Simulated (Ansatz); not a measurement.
Sb2Au in space group Pa-3 (No. 205; Sb on 8c, Au on 4a), r²SCAN (plane waves, PAW; program Ansatz), all energies at zero smearing, with the estimated change up to a 700 eV cutoff added, with one set of potentials and settings (totals compare only within such a set). Cell of 12 atoms (8 Sb, 4 Au): -104647.736 eV.

| element | reference phase | E (eV/atom) |
|---|---|---|
| Sb | R-3m, 2 atoms in the cell | -6499.1272 |
| Au | Fm-3m, 1 atoms in the cell | -13163.5078 |

Formation energy per atom, worked out: (-104647.736 − 8×(-6499.1272) − 4×(-13163.5078))/12 = -0.057 eV/atom (-6 kJ per mol of atoms), at 0 K, without zero-point energy or fitted corrections.

The workflow started from a Materials Project entry (that database holds measured and hypothetical structures alike); the Crystallography Open Database files this formula in space group No. 205, but the cells were not matched. Whether it is the stable phase at ambient conditions was not checked. The r²SCAN relaxation kept the symmetry of its start; its stability against distortions is not shown here. The references are the lowest solids computed at this level, not always the standard phases. Spin–orbit coupling is left out wherever it is not named.

Potentials: the later of the program's two PAW sets.
